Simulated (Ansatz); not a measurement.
Values for one crystal, relaxed and computed with r²SCAN (plane waves, PAW; program Ansatz); other levels are named.

- Volume per atom = 19.86 Å³
- Electronic character = metallic (no gap)
- Bulk modulus (Birch–Murnaghan fit) = 128 GPa
- Pressure derivative B′ = 4.1
- Formation energy from the elements (no fitted shifts) = -0.88 eV/atom
- Density of states at the Fermi level = 0.40 states/eV per atom (mean over ±0.08 eV)
- Gap with spin–orbit coupling = none (metallic)

Task: Pick the material that matches.
(A) Ge3Rh5, Pbam (Pearson symbol oP16)
(B) Ti2AlGe3, Amm2 (Pearson symbol oS12)
(C) Zr5Ge3, P6_3/mcm (Zr on 6g, Zr on 4d, Ge on 6g)
(D) GeW, P-6m2 (W on 1a, Ge on 1f)

Result: C, Zr5Ge3, P6_3/mcm (Zr on 6g, Zr on 4d, Ge on 6g)

The workflow started from a Materials Project entry (that database holds measured and hypothetical structures alike); the Crystallography Open Database copy checked does not list it. Whether it is the stable phase at ambient conditions was not checked. The r²SCAN relaxation kept the symmetry of its start; its stability against distortions is not shown here. No spin polarisation was allowed. The references are the lowest solids computed at this level, not always the standard phases. Scalar-relativistic: spin–orbit coupling is off unless named, which matters more the heavier the elements.

Potentials: the later of the program's two PAW sets.
